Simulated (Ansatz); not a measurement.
TaGa₃:
```
TaGa3
1.0
   -1.86888     1.86888     4.28350
    1.86888    -1.86888     4.28350
    1.86888     1.86888    -4.28350
Ta Ga
1 3
Direct
  0.00000   0.00000   0.00000
  0.50000   0.50000   0.00000
  0.75000   0.25000   0.50000
  0.25000   0.75000   0.50000
```

Relaxed with LDA. Special points in fractions of this cell's reciprocal vectors: Γ (0.000, 0.000, 0.000); X (0.000, 0.000, 0.500); P (0.250, 0.250, 0.250); N (0.000, 0.500, 0.000); M (0.500, 0.500, -0.500); S (0.298, 0.702, -0.298); S0 (-0.298, 0.298, 0.298); R (-0.095, 0.095, 0.500); G (0.500, 0.500, -0.095).

Q: List the band energies nearest the Fermi level at these points for plane-wave PAW LDA (Ansatz code).

A: In eV from the Fermi level; about four levels below and three above (degenerate sets whole), none deeper than 8.9 eV; points with the same levels are listed once.

```json
[
 {"k": "Γ", "below": "-3.04 -2.67 -2.67 -0.40", "above": "0.56 1.41 1.41"},
 {"k": "X", "below": "-4.98 -3.99 -3.72 -2.64", "above": "1.60 1.74 1.90"},
 {"k": "P", "below": "-5.82 -3.22 -3.22 -2.50", "above": "0.48 1.61 1.74"},
 {"k": "N", "below": "-4.79 -2.84 -1.72 -0.51", "above": "1.21 2.12 2.30"},
 {"k": "M", "below": "-3.79 -1.98 -1.98 -1.43", "above": "0.13 0.13 0.59"},
 {"k": "S", "below": "-2.78 -2.27 -1.84 -0.34", "above": "0.31 1.20 1.97"},
 {"k": "R", "below": "-5.02 -3.58 -3.03 -2.47", "above": "0.99 1.86 2.15"}
]
```

Space group I4/mmm. The first step of the workflow began from a Materials Project structure, measured or hypothetical; the Crystallography Open Database files this formula in space group No. 139, but the cells were not matched. Whether it is the stable phase at ambient conditions was not checked. Symmetry was held in the LDA relaxation; of distortions, only those at the zone centre were tested. No spin polarisation was allowed. Scalar-relativistic: spin–orbit coupling is off unless named, which matters more the heavier the elements.

Potentials: the later of the program's two PAW sets.
